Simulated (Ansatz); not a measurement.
## Li3VS4: computed property card

Li3VS4:
```cif
data_Li3S4V
_chemical_formula_sum 'Li3 V1 S4'
_space_group_name_H-M_alt 'P-43m'
_space_group_IT_number 215
_space_group_name_Hall 'P -4 2 3'
_cell_length_a 5.74456
_cell_length_b 5.74456
_cell_length_c 5.74456
_cell_angle_alpha 90.000
_cell_angle_beta 90.000
_cell_angle_gamma 90.000
loop_
_atom_site_label
_atom_site_type_symbol
_atom_site_symmetry_multiplicity
_atom_site_Wyckoff_symbol
_atom_site_fract_x
_atom_site_fract_y
_atom_site_fract_z
_atom_site_occupancy
Li1 Li 3 d 0.00000 0.00000 0.50000 1
V1 V 1 a 0.00000 0.00000 0.00000 1
S1 S 4 e 0.21393 0.21393 0.21393 1
```

Space group P-43m (No. 215); conventional cell a = b = c = 5.745 Å, α = β = γ = 90.00°.

Method: the program Ansatz at the LDA level (PAW). The cell and atoms are relaxed at this level. Other levels are named where they apply.

Cell and energy:

```json
{
 "volume_per_atom": "23.70 Å³",
 "density": "1.75 g/cm³",
 "Formation energy from the elements (no fitted shifts)": "-1.10 eV/atom"
}
```

Electronic structure:

```json
{
 "band_gap": "1.84 eV (indirect)",
 "valence_band_maximum": "at M",
 "conduction_band_minimum": "at Γ",
 "smallest_direct_gap_on_the_standard_path": "2.14 eV",
 "Electron effective mass, band 1 of 2 at the edge": "2.1 along [100], 2.0 along [110], 1.9 along [111] (mₑ)",
 "Electron effective mass, band 2 of 2 at the edge": "1.7 along [100], 1.7 along [110], 1.9 along [111] (mₑ)",
 "hole_effective_mass": "1.2, 1.2, 4.4 mₑ (principal values)"
}
```

Mechanics:

```json
{
  "Bulk modulus (Birch–Murnaghan fit)": "13.9 GPa",
  "Pressure derivative B′": "3.9",
  "Elastic constants (relaxed ions, GPa)": "C11 = 36.4, C12 = 2.7, C44 = 2.2",
  "mechanical_stability": "stable (all eigenvalues of C positive)",
  "hill_bulk_and_shear_moduli": "13.9 and 5.7 GPa",
  "Young's modulus": "15.1 GPa",
  "Poisson's ratio": "0.32",
  "debye_temperature_from_the_elastic_constants": "210 K"
}
```

Dielectric response:

```json
{
 "Electronic dielectric constant ε∞ (DFPT)": "3.47",
 "Static dielectric constant ε0 (ions relaxed, cell fixed)": "4.31",
 "Born charges (a third of the trace)": "Li +0.71, V +1.65, S -0.95 e",
 "Largest static χ(2) component": "5.2 pm/V"
}
```

Phonons:

```json
{
  "Highest zone-centre frequency (without LO–TO term)": "540 cm^-1",
  "zone_centre_stability": "no imaginary mode at Γ",
  "dynamical_stability_on_the_path": "stable (no imaginary branch)",
  "zero_point_energy": "52.0 meV/atom",
  "Vibrational entropy at 300 K": "26.5 J/(K·mol of atoms)"
}
```

The first step of the workflow began from a Materials Project structure, measured or hypothetical; the Crystallography Open Database copy checked does not list it. Whether it is the stable phase at ambient conditions was not checked. Symmetry was held in the LDA relaxation. No spin polarisation was allowed. The references are the lowest solids computed at this level, not always the standard phases.

Potentials: the later of the program's two PAW sets.
